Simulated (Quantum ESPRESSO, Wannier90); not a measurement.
# Wannier functions of Te (C2/m)

```yaml
crystal:
  lattice:
    - [3.82029, -2.14820, 0.00000]
    - [3.82029, 2.14820, 0.00000]
    - [-0.09429, 0.00000, 5.97609]
  atoms:
    - { symbol: Te, position: [0.69055, 0.69055, 0.66119] }
    - { symbol: Te, position: [0.30945, 0.30945, 0.33881] }
    - { symbol: Te, position: [0.00000, 0.00000, 0.00000] }
```

Structure: Materials Project mp-570459, symmetrised, not relaxed again. Not found in the COD (Crystallography Open Database) copy used, which has the formula in other groups; not checked further. Computed values, not measurements, from LDA: Quantum ESPRESSO (norm-conserving PseudoDojo potentials, cutoff 66 Ry, no spin polarisation, no spin-orbit coupling) on a Γ-centred 8×8×6 mesh, then Wannier90. Density: 8×8×6 mesh, cold smearing 0.01 Ry. Spin-orbit coupling is left out although heavy elements are present.

Valence charges of the files: Te 16. 36 bands were computed.

Isolated groups of bands, relative to the Fermi level (bands from 19 on overlap up to the last one computed):

```csv
bands,from (eV),to (eV),filling,weight on atomic waves
1–15,-37.36,-36.96,filled,Te 4d 100 %
16–18,-13.72,-8.48,filled,"Te 5s 89 %, Te 5p 11 %"
```

Wanted is a model with the orbitals Te s p, without the filled groups that are mainly made of other shells (semicore states, and anion s where it isn't named); all higher bands stay in for disentanglement.

Question: Give num_wann, exclude_bands and num_bands, and the number of electrons that the model holds.

Answer: Electrons: 3×16 = 48, or 24.0 bands' worth; no gap over 0.05 eV opens at the Fermi level at this level of theory.
num_wann = 3×4 = 12.
exclude_bands = 1-15, 15 bands, so num_bands = 36 − 15 = 21.
The model holds 48 − 2×15 = 18 electrons. With the window frozen to 1.50 eV it follows pw.x to 1.8 meV rms (states up to 1.0 eV relative to the Fermi level).
